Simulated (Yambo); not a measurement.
Absorption of Cs2KYF6 (space group Fm-3m, No. 225) with and without the electron-hole interaction (Yambo, PBEsol bands; 4×4×4 mesh, 18 valence and 12 conduction bands, static screening with 122 bands and a 3 Ry block, scissor 3.35 eV, Tamm-Dancoff; field along x).

| E (eV) | Im ε, BSE | Im ε, independent quasiparticles |
|---|---|---|
| 7.38 | 0.09 | 0.01 |
| 7.48 | 0.11 | 0.01 |
| 7.58 | 0.13 | 0.01 |
| 7.68 | 0.16 | 0.01 |
| 7.78 | 0.19 | 0.02 |
| 7.88 | 0.24 | 0.02 |
| 7.98 | 0.32 | 0.02 |
| 8.08 | 0.44 | 0.02 |
| 8.18 | 0.65 | 0.02 |
| 8.28 | 1.04 | 0.02 |
| 8.38 | 1.88 | 0.02 |
| 8.48 | 3.44 | 0.02 |
| 8.58 | 3.98 | 0.02 |
| 8.68 | 2.53 | 0.03 |
| 8.78 | 1.65 | 0.03 |
| 8.88 | 1.24 | 0.03 |
| 8.98 | 1.04 | 0.03 |
| 9.08 | 1.16 | 0.04 |
| 9.18 | 1.61 | 0.04 |
| 9.28 | 1.97 | 0.04 |
| 9.38 | 2.19 | 0.05 |
| 9.48 | 2.60 | 0.06 |
| 9.58 | 2.77 | 0.07 |
| 9.68 | 2.12 | 0.10 |
| 9.78 | 1.94 | 0.13 |
| 9.88 | 1.78 | 0.13 |
| 9.98 | 1.39 | 0.14 |
| 10.08 | 0.98 | 0.17 |
| 10.18 | 0.80 | 0.22 |
| 10.28 | 0.64 | 0.33 |
| 10.39 | 0.50 | 0.50 |
| 10.49 | 0.48 | 0.61 |
| 10.59 | 0.49 | 0.54 |
| 10.69 | 0.52 | 0.46 |
| 10.79 | 0.54 | 0.42 |
| 10.89 | 0.50 | 0.43 |
| 10.99 | 0.56 | 0.48 |
| 11.09 | 0.58 | 0.59 |
| 11.19 | 0.57 | 0.72 |
| 11.29 | 0.68 | 0.85 |
| 11.39 | 0.66 | 1.05 |
| 11.49 | 0.68 | 1.25 |
| 11.59 | 0.69 | 1.45 |
| 11.69 | 0.57 | 1.84 |
| 11.79 | 0.57 | 2.53 |
| 11.89 | 0.50 | 3.25 |
| 11.99 | 0.46 | 3.49 |
| 12.09 | 0.47 | 3.39 |
| 12.19 | 0.40 | 3.12 |
| 12.29 | 0.38 | 2.69 |
| 12.39 | 0.32 | 2.30 |
| 12.49 | 0.29 | 2.07 |
| 12.59 | 0.32 | 2.02 |
| 12.69 | 0.31 | 1.89 |
| 12.79 | 0.33 | 1.55 |
| 12.89 | 0.31 | 1.33 |
| 12.99 | 0.29 | 1.25 |
| 13.09 | 0.24 | 1.23 |
| 13.19 | 0.19 | 1.14 |
| 13.30 | 0.16 | 1.04 |
| 13.40 | 0.14 | 0.98 |
| 13.50 | 0.13 | 0.92 |
| 13.60 | 0.12 | 0.87 |

The scissor comes from a G0W0 run whose convergence isn't established. Broadening 0.15 eV. The band window holds all transitions up to 13.7 eV. Fine structure above the onset can come from the mesh.

Geometry of the Materials Project entry, not relaxed at this level; primitive cell a = b = c = 6.8033 Å, α = β = γ = 60.00°.
